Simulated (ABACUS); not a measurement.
Band structure of Al2Cu (I4/mcm, 12 atoms in the cell; from Materials Project mp-998, lattice scaled a little).

```yaml
crystal:
  lattice:
    - [5.88984, 0.00000, 0.00000]
    - [0.00000, 5.88984, 0.00000]
    - [0.00000, 0.00000, 4.69933]
  atoms:
    - { symbol: Al, position: [0.15861, 0.34139, 0.00000] }
    - { symbol: Al, position: [0.84139, 0.65861, 0.00000] }
    - { symbol: Al, position: [0.15861, 0.65861, 0.50000] }
    - { symbol: Al, position: [0.84139, 0.34139, 0.50000] }
    - { symbol: Al, position: [0.65861, 0.84139, 0.50000] }
    - { symbol: Al, position: [0.34139, 0.15861, 0.50000] }
    - { symbol: Al, position: [0.65861, 0.15861, 0.00000] }
    - { symbol: Al, position: [0.34139, 0.84139, 0.00000] }
    - { symbol: Cu, position: [0.00000, 0.00000, 0.75000] }
    - { symbol: Cu, position: [0.00000, 0.00000, 0.25000] }
    - { symbol: Cu, position: [0.50000, 0.50000, 0.25000] }
    - { symbol: Cu, position: [0.50000, 0.50000, 0.75000] }
```

Level of theory: PBE, numerical atomic orbitals TZP (confined pseudo-atomic orbitals; energy shift 0.01 Ry), PseudoDojo 0.5 standard norm-conserving PBE (tails mended) pseudopotentials (ABACUS).

Settings: basis = TZP numerical atomic orbitals, energy shift 0.01 Ry; KPT = Gamma 4 4 5 0 0 0; basis_type = lcao; dft_functional = PBE; ecutwfc = 100 Ry; smearing_method = mp; smearing_sigma = 0.0146997 Ry; potentials = PseudoDojo 0.5 standard norm-conserving PBE (tails mended); symmetry = 1; symmetry_prec = 1e-05; nbands = 62; ks_solver = genelpa; scf_nmax = 100; scf_thr = 1.0e-07.

The atom-centred basis is finite, which shifts total energies, pressures and forces against plane waves. The structure comes from a collection of computed structures, made at another level of theory; the collection holds predicted forms beside known ones. Its lattice was then scaled. No clean gap shows at this smearing width and mesh (spacing up to 0.27 Å⁻¹); the mesh is coarse for partly filled bands, so the values carry mesh errors.

Points are given in units of this cell's reciprocal vectors. Levels in eV from the Fermi level, bands 47 to 52:
```
point               47     48     49     50     51     52
---------------  -----  -----  -----  -----  -----  -----
Γ (0 0 0)        -1.44  -1.30  -1.30  -0.94  -0.01   0.03
X (0 0.5 0)      -1.52  -1.52  -0.02  -0.02   0.54   0.54
M (0.5 0.5 0)    -1.46  -1.46  -0.76  -0.76  -0.66  -0.66
Z (0 0 0.5)      -0.88  -0.88  -0.82  -0.82  -0.82  -0.82
R (0 0.5 0.5)    -2.80  -2.80   0.24   0.24   0.24   0.24
A (0.5 0.5 0.5)   0.41   0.41   0.76   0.76   0.76   0.76
```

9 bands cross the Fermi level along this path, so the cell has no gap at this level.

The Fermi level comes from the SCF mesh, which can miss band crossings, so its place against them is uncertain.

Higher empty bands are left out: an atom-centred basis made for the valence describes them poorly.

The labels belong to the zone of the cell as typed, which is larger than the primitive one, so the bands are folded: a gap that looks direct here can be indirect in the primitive zone.

The atomic orbitals were generated for these runs; they are not ABACUS's published sets and were checked against plane waves on a few crystals only.

“Tails mended”: in these copies of the files the far tail of each local potential was reset to the Coulomb form.
